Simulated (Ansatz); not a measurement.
Rh:
```xyz
1
Lattice="0.0000 1.9150 1.9150 1.9150 0.0000 1.9150 1.9150 1.9150 0.0000" Properties=species:S:1:pos:R:3 pbc="T T T"
Rh     0.0000     0.0000     0.0000
```

Relaxed with PBE. Special points in fractions of this cell's reciprocal vectors: Γ (0.000, 0.000, 0.000); X (0.500, 0.000, 0.500); U (0.625, 0.250, 0.625); K (0.375, 0.375, 0.750); L (0.500, 0.500, 0.500); W (0.500, 0.250, 0.750).

Problem. List the band energies nearest the Fermi level at these points for DFT-PBE in the program Ansatz with PAW potentials.

Solution. In eV from the Fermi level; about four levels below and three above (degenerate sets whole), none deeper than 8.9 eV; … stands for higher levels left out; points with the same levels are listed once.

| k | below | above |
|---|---|---|
| Γ | -7.81 -2.99 -2.99 -2.99 | … |
| X | -6.13 -5.77 | 0.51 0.94 0.94 |
| U | -5.34 -4.62 -2.00 -0.68 | 0.35 … |
| L | -5.95 -3.06 -3.06 | 0.54 0.54 … |
| W | -4.87 -3.69 -3.69 -1.17 | 0.95 … |

Space group Fm-3m (fcc (Cu type)). The cell was relaxed with PBE under the symmetry of its start. No spin polarisation was allowed. Scalar-relativistic: spin–orbit coupling is off unless named, which matters more the heavier the elements.

Potentials: the later of the program's two PAW sets.
